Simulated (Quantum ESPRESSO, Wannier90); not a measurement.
**TlCl (CsCl type): Wannier90 run**

```yaml
crystal:
  lattice:
    - [3.83747, 0.00000, 0.00000]
    - [0.00000, 3.83747, 0.00000]
    - [0.00000, 0.00000, 3.83747]
  atoms:
    - { symbol: Tl, position: [0.00000, 0.00000, 0.00000] }
    - { symbol: Cl, position: [0.50000, 0.50000, 0.50000] }
```

Structure: Materials Project mp-23167, symmetrised, not relaxed again. COD (Crystallography Open Database) has an entry of this formula and space group (matched by these alone). Level: LDA, no spin polarisation, no spin-orbit coupling; pw.x of Quantum ESPRESSO at 50 Ry with PseudoDojo potentials, 8×8×8 k-points, Wannier90. Density: 8×8×8 mesh, cold smearing 0.01 Ry. Spin-orbit coupling is left out although heavy elements are present.

Base run: 8 functions from bands 1,7-20 of the 20 computed, start hydrogen-like Tl: s;p; Cl: s;p, centres 0.05 Å off the atoms, frozen window up to 3.38 eV relative to the valence-band maximum, outer window open. Bands 2–6 (Tl 5d 99 %) lie between the kept ones and are excluded. One setting was then changed (edges relative to the valence-band maximum; misfit to pw.x on a path, for states up to 2.9 eV relative to the valence-band maximum).

| run | Ω_I (Å²) | rms misfit (meV) | worst (meV) |
|---|---|---|---|
| base | 10.51 | 2.9 | 24 |
| changed | 12.33 | 1.9 | 12 |

Problem. Which change was made?
A. no frozen window
B. frozen window to 2.88 eV
C. frozen window to 2.38 eV
D. only the lowest 10 of the kept bands

Solution. D, only the lowest 10 of the kept bands. The others give:

| run | Ω_I (Å²) | rms misfit (meV) | worst (meV) |
|---|---|---|---|
| frozen window to 2.38 eV | 10.27 | 15 | 131 |
| frozen window to 2.88 eV | 10.35 | 3.9 | 42 |
| no frozen window | 9.74 | 221 | 731 |
